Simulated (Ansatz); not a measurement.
## Slab of CsCl AlNi (110), 2 layers

The slab is cut from the CsCl crystal, which needn't be the stable phase, as relaxed on PAW files (12.11 Å³/atom), with 16 Å of vacuum and a dipole correction:

```
CELL_PARAMETERS angstrom
2.89357 0.00000 0.00000
0.00000 4.09213 0.00000
0.00000 0.00000 18.04610
ATOMIC_POSITIONS crystal
Ni 0.75000 0.00000 0.44331
Al 0.25000 0.50000 0.44331
Ni 0.75000 0.50000 0.55669
Al 0.25000 0.00000 0.55669
```

All numbers are PBE results (scalar-relativistic) from Ansatz 0.2.0, with a Γ-centred 13×9×1 k mesh, Fermi–Dirac smearing of 0.1 eV, no spin polarisation. Methods: LAPW: all electrons, basis error target 1 meV/atom; PAW: frozen-core files, cutoff 420 eV.

The bulk energy comes from a cell in the slab's orientation on a 13×9×9 mesh. The surface energy is (E(slab) − N·E(bulk))/2A at zero smearing, the mean of both faces; thin slabs carry quantum-size effects.

Spin polarisation is left out, though a magnetic state may lie lower.

Q: As cut, the LAPW slab lies 2.426 eV above 4 atoms of bulk. What surface energy is that?

A: Over two faces of 11.84 Å² it is 102.4 meV/Å², and times 16.02 J/m² per eV/Å² that gives γ = 1.641 J/m².

```tsv
method	γ as cut (J/m²)	γ relaxed (J/m²)	Φ as cut (eV)	Φ relaxed (eV)
LAPW	1.641	1.625	4.82	4.77
PAW	1.640	1.624	4.82	4.77
```

Q: How do the spacings between the planes relax?

A: From the bottom face up: d12 -1.4 % of 2.046 Å. The outer plane rumples by 0.137 Å.
